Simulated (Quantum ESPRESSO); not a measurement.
Strain and stress in OsRuSn5Ta

All numbers below are calculated, not measured. They come from Quantum ESPRESSO 7.5, a public plane-wave density functional program. Each row is one single-point run on a made-up periodic cell of eight metal atoms, with elements, volume, strain and displacements drawn at random and not relaxed, so a cell may be unstable or far from any real phase. There is no spin polarisation or spin-orbit coupling.

Settings: PBE unless stated; PseudoDojo standard norm-conserving files; Fermi-Dirac width 0.25 eV, which means electrons at about 2900 K; cutoff 1143 eV; 5 x 5 x 5 k mesh shifted half a step off Gamma. E is the free energy of the whole cell (internal energy minus TS), so a -TS column is already part of it. Stress is positive in tension, and the pressure P is minus a third of its trace.

Checks: one run of this series was repeated at a higher cutoff and on a denser mesh, which moved values by no more than 0.002 eV, 0.08 GPa and 0.012 eV/Å, and a second program with other atomic files agreed on it to 2 % rms in force and 0.5 GPa in pressure. Known limits: the tin pseudopotential is less sure than most, with forces differing by about three percent from a second method on plain tin; heavy elements are run without spin-orbit coupling, which real alloys of them have; a spin test at this wide smearing found no moment, but such smearing suppresses magnetism that the real alloy may have.

The lattice is face-centred cubic, and the cell vectors in Å are (2.152, 4.277, 2.155); (-0.028, 4.263, -4.254); (-4.338, 4.293, 0.002), a volume of 157.84 Å³ in run 4. The elements on sites 1 to 8 are Os Sn Ta Sn Sn Sn Ru Sn. Each run adds the same stretch e on all three axes to one drawn cell, with the atoms carried along. E is counted from run 4.

| run | e (%) | s_xx (GPa) | s_yy (GPa) | s_zz (GPa) | s_xy (GPa) | P (GPa) | E (meV) |
|---|---|---|---|---|---|---|---|
| 1 | -2.43 | -16.54 | -20.75 | -16.57 | -4.78 | 17.96 | 836.3 |
| 2 | -1.72 | -12.69 | -16.59 | -12.65 | -4.46 | 13.97 | 516.7 |
| 3 | -0.25 | -5.90 | -9.21 | -5.75 | -3.87 | 6.95 | 79.5 |
| 4 | 0.20 | -4.11 | -7.25 | -3.92 | -3.70 | 5.09 | 0.0 |
| 5 | 0.96 | -1.35 | -4.23 | -1.12 | -3.43 | 2.23 | -82.1 |
| 6 | 1.27 | ? | ? | ? | ? | ? | ? |
| 7 | 1.49 | 0.39 | -2.31 | 0.65 | -3.25 | 0.43 | -103.5 |

## Worked fit

A parabola through the runs shown gives P = 5.89 - 4.148 e + 0.333 e² GPa with e in per cent, an error of 0.013 on the linear term and a scatter of 0.03 GPa. The atoms are clamped and the cell is already under stress, so the slope belongs to this path and is not an elastic constant of a real alloy.

## Withheld run

Question: what P should run 6 give?

The fit gives 1.16 ± 0.04 GPa. The calculation gave 1.16 GPa.
